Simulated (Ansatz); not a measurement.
Data:

WS2:
```cif
data_S4W2
_chemical_formula_sum 'W2 S4'
_space_group_name_H-M_alt 'P 1'
_space_group_IT_number 1
_cell_length_a 3.17173
_cell_length_b 3.17173
_cell_length_c 12.55251
_cell_angle_alpha 90.000
_cell_angle_beta 90.000
_cell_angle_gamma 120.000
loop_
_space_group_symop_operation_xyz
  'x, y, z'
loop_
_atom_site_label
_atom_site_type_symbol
_atom_site_fract_x
_atom_site_fract_y
_atom_site_fract_z
_atom_site_occupancy
W1 W 0.33333 0.66667 0.75000 1
W2 W 0.66667 0.33333 0.25000 1
S1 S 0.33333 0.66667 0.12569 1
S2 S 0.66667 0.33333 0.87431 1
S3 S 0.66667 0.33333 0.62569 1
S4 S 0.33333 0.66667 0.37431 1
```

This is the r²SCAN+D4-relaxed structure.

**Question.** All from plane-wave PAW r²SCAN+D4 (Ansatz code), unless another level is named. Estimate the band gap.

**Answer.** 1.18 eV (indirect).

**Question.** Next, the electron effective mass with spin–orbit coupling?

**Answer.** 0.53, 0.56, 0.59 mₑ (principal values).

**Question.** And the formation energy from the elements (no fitted shifts)?

**Answer.** -926 meV/atom.

**Question.** Next, the weight of the conduction-edge state by species (Voronoi cells)?

**Answer.** W 50 %, S 50 %.

**Question.** Next, the valence-band maximum?

**Answer.** at Γ.

Space group P6_3/mmc. Symmetry was held in the r²SCAN+D4 relaxation; phonons on a q-mesh show no instability. The run is not spin-polarised. The references are the lowest solids computed at this level, not always the standard phases. Scalar-relativistic: spin–orbit coupling is off unless named, which matters more the heavier the elements.

Potentials: the later of the program's two PAW sets.
